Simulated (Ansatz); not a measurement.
The start is a relaxed Co2Si cell, doubled along one cell vector, shaken by Gaussian noise of σ = 0.08 Å a coordinate. A full variable-cell relaxation at zero pressure is run with PBEsol (plane waves to 420 eV, PAW, scalar-relativistic; Ansatz, a quantum-chemistry and plane-wave program). The first steps use a coarse 7×7×2 k-mesh.

The start:
```
CELL_PARAMETERS angstrom
      3.40589     0.00000     0.00000
      0.00000     3.40589     0.00000
      0.00000     0.00000    11.38771
ATOMIC_POSITIONS crystal
  Co 0.97623 0.02129 0.99346
  Co 0.01085 0.00342 0.49591
  Co 0.48222 0.49084 0.99699
  Co 0.50033 0.49943 0.49645
  Co 0.52138 0.99417 0.18355
  Co 0.49507 0.96494 0.66090
  Co 0.01678 0.47290 0.33487
  Co 0.98254 0.52536 0.83622
  Si 0.48402 0.02152 0.37419
  Si 0.51726 0.99622 0.87035
  Si 0.00994 0.47111 0.13855
  Si 0.01761 0.50430 0.63009
```
Spin-polarised start, with parallel moments on Co.

Task: What pressure does the first self-consistent step give?

Result: +5 GPa (positive: the cell is compressed).

Task: What is the largest force in the starting geometry, and on which atom (counted from 1)?

Result: About 2.5 eV/Å, on Co1, Si10 (atoms numbered as listed).

Task: By how much does the energy per atom fall from start to end?

Result: 0.08 eV/atom.

Task: Is the parent structure recovered?

Result: It returns to the parent structure, P4/nmm (No. 129).

Task: How do the shortest distances between atoms change?

Result: The closest pairs of elements (up to four, under 3.6 Å), start → end: Co–Si 2.10 → 2.22 Å; Co–Co 2.32 → 2.41 Å; Si–Si 3.41 → 3.41 Å.

Task: Is the relaxed structure metallic? Give its gap.

Result: Zero (metallic).

Task: What magnetic moments remain?

Result: Net 0.50 μB/atom, ferromagnetic.

It ends as:

```cif
data_Co4Si2
_chemical_formula_sum 'Co4 Si2'
_space_group_name_H-M_alt 'P4/nmm :1'
_space_group_IT_number 129
_space_group_name_Hall 'P 4ab 2ab -1ab'
_cell_length_a 3.40590
_cell_length_b 3.40590
_cell_length_c 5.69415
_cell_angle_alpha 90.000
_cell_angle_beta 90.000
_cell_angle_gamma 90.000
loop_
_space_group_symop_operation_xyz
  'x, y, z'
  '-y+1/2, x+1/2, z'
  '-x, -y, z'
  'y+1/2, -x+1/2, z'
  'x+1/2, -y+1/2, -z'
  '-y, -x, -z'
  '-x+1/2, y+1/2, -z'
  'y, x, -z'
  '-x+1/2, -y+1/2, -z'
  'y, -x, -z'
  'x+1/2, y+1/2, -z'
  '-y, x, -z'
  '-x, y, z'
  'y+1/2, x+1/2, z'
  'x, -y, z'
  '-y+1/2, -x+1/2, z'
loop_
_atom_site_label
_atom_site_type_symbol
_atom_site_symmetry_multiplicity
_atom_site_Wyckoff_symbol
_atom_site_fract_x
_atom_site_fract_y
_atom_site_fract_z
_atom_site_occupancy
Co1 Co 2 b 0.50000 0.50000 0.50000 1
Co2 Co 2 c 0.00000 0.50000 0.15674 1
Si1 Si 2 c 0.50000 0.00000 0.23343 1
```

Final values are on a 14×14×8 k-mesh of the relaxed cell. Spin state reached: ferromagnetic (net 0.50 μB/atom), from parallel starting moments; other spin orders were not run from this start.

The relaxed structure here is a generated cell of Co2Si: the first start was made by placing the elements on the sites of a structure type, and the end was not matched to a known phase here, so it may be hypothetical.
